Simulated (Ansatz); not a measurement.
# Quadrupolar parameters in WS2

The cell is a structure deposited in the COD whose atoms were relaxed with PBE, the cell held.

Space group P6_3/mmc (No. 194); a = 3.1800, c = 12.5000 Å, γ = 120.00°.

| site | Wyckoff | site symmetry | x | y | z |
| --- | --- | --- | --- | --- | --- |
| W | 2c | -6m2 | 0.3333 | 0.6667 | 0.2500 |
| S | 4f | 3m. | 0.3333 | 0.6667 | 0.6245 |

One atom of each set is listed.

Computed with Ansatz: DFT, PBE, plane waves and PAW, scalar-relativistic, collinear spin, 420 eV cutoff, Γ-centred 11×11×3 k-points, Fermi–Dirac smearing 0.02 eV. Start moments as typed (μB): 2 on each W, none on the rest.

Conventions: |V_zz| ≥ |V_yy| ≥ |V_xx|, η = (V_xx − V_yy)/V_zz, C_Q = eQV_zz/h.

³³S: I = 3/2, Q = -69.40 mb. Q values from Pyykkö, Mol. Phys. 116, 1328 (2018).

Question: Which values are expected at the nuclei?

Answer: 

| site | atoms | first shell | V_xx, V_yy, V_zz (10²¹ V/m²) | η | C_Q (MHz) |
| --- | --- | --- | --- | --- | --- |
| W | 2 | 6 S at 2.41 Å | 8.78, 8.78, -17.56 | 0.00 | – |
| S | 4 | 3 W at 2.41 Å; also 7 S at 3.14–3.18 Å | 2.29, 2.29, -4.57 | 0.00 | 7.68 |

An axis of threefold or higher order runs through W and S, so V_zz lies along it and η is zero.

W has no stable isotope with a ground-state quadrupole moment in the table, so no C_Q is given.

Without spin–orbit coupling the gradients at and beside W can be off by some per cent, at some sites by more. The start moments die out, and the run ends without spin.

The relaxation (3 steps) took 8.2 s of wall time (26 s of CPU time) and 0.65 GiB at its peak, on 4 threads of Intel Xeon 6975P-C (Granite Rapids) (x86_64; 16 cores open to the job, memory cap 8.0 GiB, no GPU), a shared host with a load of 0.4 a core.
